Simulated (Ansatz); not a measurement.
Sheets of one type (MA2Z4 (prismatic core, outer Z over the empty site)-type), PBE (plane waves, PAW; program Ansatz); HSE06 gaps on those cells.

```csv
layer,a (Å),thickness (Å)
VAs4Si2,3.642,9.81
WP4Si2,3.478,9.37
MoP4Si2,3.471,9.37
TaP4Si2,3.540,9.40
VP4Si2,…,…
VGe2P4,3.570,9.51
```

Problem. What belongs in the gaps?

Solution. 
- VP4Si2, a (Å): 3.488
- VP4Si2, thickness (Å): 9.25

Spin orders computed, not proven ground states: VAs4Si2, MA2Z4 (prismatic core, outer Z over the empty site)-type layer ferromagnetic; VP4Si2, MA2Z4 (prismatic core, outer Z over the empty site)-type layer ferromagnetic; VGe2P4, MA2Z4 (prismatic core, outer Z over the empty site)-type layer ferromagnetic. Began spin-polarised and lost the moments: TaP4Si2, MA2Z4 (prismatic core, outer Z over the empty site)-type layer. All cells were relaxed under the symmetry of their starts (and spin orders); stability against distortions was not tested throughout. Rows with no word on spin ran without spin polarisation. Scalar-relativistic: spin–orbit coupling is off unless named, which matters more the heavier the elements. Constructed layers (a layer type filled with these elements): VAs4Si2, MA2Z4 (prismatic core, outer Z over the empty site)-type layer; WP4Si2, MA2Z4 (prismatic core, outer Z over the empty site)-type layer; MoP4Si2, MA2Z4 (prismatic core, outer Z over the empty site)-type layer; TaP4Si2, MA2Z4 (prismatic core, outer Z over the empty site)-type layer; VP4Si2, MA2Z4 (prismatic core, outer Z over the empty site)-type layer; VGe2P4, MA2Z4 (prismatic core, outer Z over the empty site)-type layer.

Potentials: the later of the program's two PAW sets.
